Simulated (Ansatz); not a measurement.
Polymorphs of SiC, each relaxed with the program Ansatz at the PBE level (PAW):

A: P6_222, a = 3.0849 Å, b = 3.0849 Å, c = 7.0617 Å, α = 90.00°, β = 90.00°, γ = 120.00°

B: Pnma, a = 5.8768 Å, b = 3.1407 Å, c = 5.1962 Å, α = β = γ = 90.00°

C: P4_2/mmc, a = 2.9939 Å, b = 2.9939 Å, c = 4.9622 Å, α = 90.00°, β = 90.00°, γ = 90.00°

D: zinc blende (F-43m), a = b = c = 4.3797 Å, α = β = γ = 90.00°

E: NiAs type (P6_3/mmc), a = b = 2.8705 Å, c = 4.7545 Å, α = β = 90.00°, γ = 120.00°

Task: Order them by energy per atom at 0 K (lowest first) at the level PBE.

Result: D (+0 meV/atom), B (+187 meV/atom), A (+565 meV/atom), E (+782 meV/atom), C (+1130 meV/atom)

Task: Give each one's gap.

Result: A 0.87 eV; B 2.54 eV; C no gap; D 1.37 eV; E no gap.

Constructed cells (a structure type filled with these elements, in neither database checked): A; C; E. Typed or built starts, not in the databases checked: B. Not the usual ambient phase: A; B; C; E. All cells were relaxed under the symmetry of their starts (and spin orders); stability against distortions was not tested throughout.

Energies hold the estimated change up to a 700 eV cutoff; steps of a few meV lie near the error of the meshes.

Potentials: the later of the program's two PAW sets.
